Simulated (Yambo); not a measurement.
BSE-type run in Yambo on RbSO2F (space group P2_1/m, No. 11), at zero momentum.

Quantum ESPRESSO step (LDA, PseudoDojo standard norm-conserving files, scalar-relativistic):
```
&CONTROL
  calculation = 'nscf'
  pseudo_dir = './pseudo'
  outdir = './out'
/
&SYSTEM
  ibrav = 0
  nat = 10
  ntyp = 4
  ecutwfc = 84.0
  ecutrho = 336.0
  occupations = 'fixed'
  force_symmorphic = .true.
  nbnd = 115
/
&ELECTRONS
  conv_thr = 1e-08
  diago_full_acc = .true.
  diago_thr_init = 1e-08
/
ATOMIC_SPECIES
O 15.9990 O.upf
F 18.9984 F.upf
S 32.0600 S.upf
Rb 85.4678 Rb.upf
CELL_PARAMETERS angstrom
  4.885630000000   0.000000000000   0.000000000000
  0.000000000000   6.030030000000   0.000000000000
 -2.261244000000   0.000000000000   7.046330000000
ATOMIC_POSITIONS crystal
O   0.665220000000   0.547000000000   0.301740000000
O   0.334780000000   0.453000000000   0.698260000000
O   0.334780000000   0.047000000000   0.698260000000
O   0.665220000000   0.953000000000   0.301740000000
F   0.791990000000   0.250000000000   0.876700000000
F   0.208010000000   0.750000000000   0.123300000000
S   0.601000000000   0.750000000000   0.183900000000
S   0.399000000000   0.250000000000   0.816100000000
Rb   0.843160000000   0.750000000000   0.715230000000
Rb   0.156840000000   0.250000000000   0.284770000000
K_POINTS automatic
4 4 2 0 0 0
```

Yambo input:
```
rim_cut
optics
bse
bss
dipoles
em1s
RandQpts= 1000000
RandGvec= 1 Ry
FFTGvecs= 40 Ry
Chimod= "HARTREE"
BSKmod= "SEX"
BSEmod= "resonant"
BSSmod= "hs"
BSENGexx= 15 Ry
BSENGBlk= 3 Ry
% BSEQptR
 1 | 1 |
%
% BSEBands
 17 | 48 |
%
% BEnRange
 0.0 | 11.1 | eV
%
% BDmRange
 0.15 | 0.15 | eV
%
BEnSteps= 222
% BLongDir
 1.0 | 0.0 | 0.0 |
%
BSHayTrs= -0.02
BSSNEig= 24
WRbsWF
% BndsRnXs
 1 | 111 |
%
NGsBlkXs= 3 Ry
% LongDrXs
 1.0 | 1.0 | 1.0 |
%
```

From the report:

The dimension is k points × valence × conduction bands = 32 × 18 × 14 = 8064.
```
  [SLEPC] Approach                          : Krylov-Schur
  [SLEPC] Number of requested eigenvalues   :  24
  [SLEPC] Number of eigenvalues        [NEV]:  24
   [K] Dimension                                    :   8064
   [K] Bands                                        :   17   48
   [K] Exchange res                                 : yes
   [K] Correlation res                              : yes
   [K] W interaction is bare                        : no
   [K] RL vectors exchange                          :  1375
   [K] RL vectors correlation                       :  119
   [W] Matrix size                                  :  119
   [W] Bands                                        :    1  111
   [W] Coulomb Cutoff                               : none
   [W] Hxc Kernel                                   : HARTREE
```
Lowest eigenvalues (eV; in brackets the number of states within 2 meV): 1.18 (1), 1.20 (1), 1.40 (2), 2.48 (1), 2.49 (1), 2.97 (1). They depend on the mesh, which isn't converged; without a scissor they sit on the DFT energy scale.

Geometry of the Materials Project entry, not relaxed at this level.
